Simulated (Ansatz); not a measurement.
A geometry of Ru away from equilibrium: the start of the relaxation of a relaxed Ru cell, doubled along one cell vector, shaken by Gaussian noise of σ = 0.08 Å a coordinate. The numbers are results of PBEsol (plane waves to 420 eV, PAW, scalar-relativistic; Ansatz, a quantum-chemistry and plane-wave program), not measurements. Γ-centred k-mesh 7×14×14 on the run's cell (coarser than for final values), Fermi–Dirac smearing 0.05 eV.

```xyz
4
Lattice="2.6723 1.5428 9.1179 -1.3361 0.7714 4.5590 0.0000 -1.5428 4.5590" Properties=species:S:1:pos:R:3 pbc="T T T"
Ru    -0.0758     0.1952     1.2969
Ru     1.4115     0.8004     5.8204
Ru    -0.0487    -0.1099    12.4016
Ru     1.3630     0.7173    17.0865
```

### Question
Give the Cartesian forces on all atoms (eV/Å).

### Answer
```
atom     Fx     Fy     Fz
----  -----  -----  -----
Ru1    0.50  -1.19  -0.79
Ru2   -0.68  -0.09   0.13
Ru3    1.06   1.06   0.54
Ru4   -0.88   0.22   0.12
```

### Question
What is the pressure?

### Answer
+1.9 GPa, compression positive.

### Question
How much energy per atom can still be gained by relaxing?

### Answer
0.56 eV/atom; the path ends in P6₃/mmc (No. 194) (hcp (Mg type)).

No spin polarisation in the result.

Of the parent cell (R-3m (No. 166)): it is a generated cell of Ru: the first start was made by placing the elements on the sites of a structure type, and the end was not matched to a known phase here, so it may be hypothetical. Known forms of Ru include space group No. 194.
